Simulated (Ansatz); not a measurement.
Values for one crystal, relaxed and computed with PBEsol in the plane-wave PAW code Ansatz; other levels are named.

```yaml
volume_per_atom: 11.46 Å³
electronic_character: metallic (no gap)
Pressure derivative B′: 4.6
Bulk modulus (Birch–Murnaghan fit): 131 GPa
Density of states at the Fermi level: 0.40 states/eV per atom (mean over ±0.08 eV)
Formation energy from the elements (no fitted shifts): -222 kJ/mol of atoms
```

Which of these materials gives this?
A) CaTaO3, P4mm (Ta on 1b, Ca on 1a, O on 2c, O on 1b)
B) Ti3AlC2, P6_3/mmc (Ti on 4f, Ti on 2a, Al on 2b, C on 4f)
C) SrTiHO2, P4/mmm (Sr on 1a, Ti on 1d, O on 2e, H on 1c)
D) NbNF2, P4/mmm (Nb on 1a, N on 1b, F on 2f)

C, SrTiHO2, P4/mmm (Sr on 1a, Ti on 1d, O on 2e, H on 1c)

The start of the workflow was typed in or built on a structure type; neither database checked (COD, Materials Project) lists it. Whether it is the stable phase at ambient conditions was not checked. The PBEsol relaxation kept the symmetry of its start; whether a distortion lowers the energy is not shown. Spin order of the final state: ferromagnetic, chosen from 4 collinear starts compared on coarse meshes (ties went to the first, and starts can fall back to one state), not a proven ground state. No Hubbard U is applied. The compound may be a true metal, but semilocal functionals without U, or a wrong spin order, can also close a gap. The references are the lowest solids computed at this level, not always the standard phases (solids in place of the gases). Spin–orbit coupling is left out wherever it is not named.

Potentials: the earlier of the program's two PAW sets. The files were generated under PBE; for other functionals the program regenerates the frozen cores, and for LDA and PBEsol the local potential too.
